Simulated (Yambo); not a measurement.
**Convergence of the G0W0 gap of CsSrF3**

G0W0@PBEsol for CsSrF3 (cubic perovskite, space group Pm-3m, No. 221) in Yambo. Reference settings: 2×2×2 Γ-centred k mesh, 314 bands and a 7 Ry block in the screening, 314 bands in G with the Bruneval-Gonze terminator, plasmon pole fitted at 27.2 eV. The PBEsol gap Γ → Γ on this mesh is 6.23 eV; G0W0 gaps are taken between the same points.

```json
[
 {"change from the reference": "reference settings", "G0W0 gap Γ → Γ (eV)": "9.52", "shift of the valence edge (eV)": "-2.26"},
 {"change from the reference": "1 Ry block", "G0W0 gap Γ → Γ (eV)": "10.62", "shift of the valence edge (eV)": "-3.43"},
 {"change from the reference": "pole fitted at 55 eV", "G0W0 gap Γ → Γ (eV)": "9.57", "shift of the valence edge (eV)": "-2.33"},
 {"change from the reference": "122 bands in G, no terminator", "G0W0 gap Γ → Γ (eV)": "9.29", "shift of the valence edge (eV)": "-1.66"}
]
```

The reference isn't shown to be the converged limit.

The cell is held in this high symmetry; tilts and polar distortions were not searched.

Geometry of the Materials Project entry, not relaxed at this level; primitive cell a = b = c = 4.763 Å, α = β = γ = 90.00°.

The structure is a Materials Project entry; no match was found in the copy of COD used, and its stability was not checked.

A shift is the quasiparticle energy of the state minus its PBEsol energy.
